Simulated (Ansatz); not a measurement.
SiO2, first-principles data

SiO₂ in space group Pn-3m (No. 224; Si on 2a, O on 4b), a = b = c = 3.772 Å, α = β = γ = 90.00°.

Space group Pn-3m (No. 224); conventional cell a = b = c = 3.772 Å, α = β = γ = 90.00°.

Method: plane-wave PAW HSE06 (Ansatz code). The cell and atoms are relaxed at this level. Other levels are named where they apply.

Cell and energy:

```json
{
 "volume_per_atom": "8.94 Å³",
 "density": "3.72 g/cm³"
}
```

Electronic structure:

```json
{
  "band_gap": "6.89 eV (indirect)",
  "valence_band_maximum": "at R",
  "conduction_band_minimum": "at Γ",
  "smallest_direct_gap_on_the_standard_path": "7.49 eV"
}
```

Mechanics:

```json
{
 "Bulk modulus (Birch–Murnaghan fit)": "304 GPa",
 "Pressure derivative B′": "4.0"
}
```

Charges:

```json
{
 "bader_charges": "Si +3.35, O -1.67 e"
}
```

The workflow started from a Materials Project entry (that database holds measured and hypothetical structures alike); the Crystallography Open Database copy checked does not list it. It is not the phase usual at ambient conditions (space group No. 92, 152, 154). The cell was relaxed with HSE06 under the symmetry of its start; its stability against distortions is not shown here. The hybrid was solved on a coarse mesh, the path and, where they were found, the r²SCAN edge points; its band edges are the extreme levels among these.

Potentials: the earlier of the program's two PAW sets.
